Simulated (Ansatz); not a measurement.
Sb$_{3}$Au in space group Im-3m (No. 229; Sb on 6b, Au on 2a) at seven volumes, plane-wave PAW r²SCAN (Ansatz code), scaled uniformly. One row is withheld.

```json
[
 {"V (Å³/atom)": "23.572", "P (GPa)": "8.87"},
 {"V (Å³/atom)": "24.349", "P (GPa)": "5.36"},
 {"V (Å³/atom)": "25.126", "P (GPa)": "2.44"},
 {"V (Å³/atom)": "25.903", "P (GPa)": "0.00"},
 {"V (Å³/atom)": "26.680", "P (GPa)": "-2.03"},
 {"V (Å³/atom)": "27.458", "P (GPa)": "?"},
 {"V (Å³/atom)": "28.235", "P (GPa)": "-5.14"}
]
```

Q: Fit the shown pressures and predict the withheld one.

A: P = (3/2)B₀(x^(7/2) − x^(5/2))[1 + (3/4)(B′ − 4)(x − 1)] with x = (V₀/V)^(2/3). Least squares on the six rows gives V₀ = 25.904 Å³/atom, B₀ = 74.1 GPa, B′ = 5.05. At V = 27.458, x = 0.9619 and P = -3.73 GPa. The run itself gave -3.73 GPa.

The workflow started from an entry of the Crystallography Open Database (COD). Its standing as an ambient phase is unchecked. The cell was relaxed with r²SCAN under the symmetry of its start; of distortions, only those at the zone centre were tested. Scalar-relativistic: spin–orbit coupling is off unless named, which matters more the heavier the elements.

Potentials: the later of the program's two PAW sets.
